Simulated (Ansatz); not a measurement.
BaNiSn$_{3}$ in space group I4mm (No. 107; Ba on 2a, Ni on 2a, Sn on 4b, Sn on 2a), the program Ansatz at the PBE level (PAW), all energies at zero smearing, with the estimated change up to a 700 eV cutoff added, with one set of potentials and settings (totals compare only within such a set). Cell of 5 atoms (1 Ba, 1 Ni, 3 Sn): -29864.308 eV.

```csv
element,reference phase,E (eV/atom)
Ba,"Im-3m, 1 atoms in the cell",-5949.5401
Ni,"Fm-3m, 1 atoms in the cell, spin-polarised",-5839.7239
Sn,"Fd-3m, 2 atoms in the cell",-6024.2128
```

Formation energy per atom, worked out: (-29864.308 − 1×(-5949.5401) − 1×(-5839.7239) − 3×(-6024.2128))/5 = -0.481 eV/atom (-46 kJ per mol of atoms), at 0 K, without zero-point energy or fitted corrections.

The workflow started from a Materials Project entry (that database holds measured and hypothetical structures alike); the Crystallography Open Database copy checked does not list it. Its standing as an ambient phase is unchecked. The cell was relaxed with PBE under the symmetry of its start; of distortions, only those at the zone centre were tested. The run is not spin-polarised. The references are the lowest solids computed at this level, not always the standard phases. Scalar-relativistic: spin–orbit coupling is off unless named, which matters more the heavier the elements.

Potentials: the later of the program's two PAW sets.
